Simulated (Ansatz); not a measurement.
All numbers below come from DFT PBE, scalar-relativistic, plane waves, PAW in Ansatz. Settings: cutoff 420 eV, Γ-centred meshes spaced at most about 0.3 Å⁻¹ (2π included), Gaussian smearing. No spin polarisation in the final relaxations.

All energies are static (0 K, no zero-point motion).

Compare these two cells of MgCd₂S₃, each relaxed at this level.

A.

```xyz
6
Lattice="4.1392 0.0000 0.0000 -2.0696 3.5847 0.0000 0.0000 0.0000 10.1207" Properties=species:S:1:pos:R:3 pbc="T T T"
Mg    2.0696    1.1949    3.3526
Cd    0.0000    0.0000    0.0533
Cd    0.0000    2.3898    6.7134
S     0.0000    2.3898    9.2747
S     2.0696    1.1949    5.8172
S     0.0000    0.0000    2.6208
```

B.

```xyz
6
Lattice="3.8261 0.0000 0.0000 -1.9131 3.3135 0.0000 0.0000 0.0000 9.3789" Properties=species:S:1:pos:R:3 pbc="T T T"
Mg    0.0000    0.0000    0.0000
Cd    0.0000    2.2090    6.2955
Cd    1.9131    1.1045    3.0834
S     0.0000    0.0000    4.6894
S     0.0000    2.2090    1.4608
S     1.9131    1.1045    7.9181
```

Question: Which form is favoured at zero pressure, and by what margin per atom?

Answer: A is lower, by 95 meV/atom. A has Mg and Cd ordered on zinc blende sites, space group P3m1 (No. 156), 25.0 Å³/atom and a gap of 1.53 eV on its mesh; B has Mg and Cd ordered on rock salt sites, space group P-3m1 (No. 164), 19.8 Å³/atom and a gap of 0.92 eV. Counting S atoms around Cd and Mg (those within 1.25 times the shortest such distance or 1.15 times the sum of covalent radii, 1.27 where that leaves under three), A has Mg 4, Cd 4 and B has Mg 6, Cd 6. The lower one is the more open, so pressure narrows the difference. Both come from invented guesses.

Kohn–Sham gaps at this level usually fall short of measured ones. With atoms moved at random, P3m1 came back. Other cells relaxed within their symmetry can be saddle points.
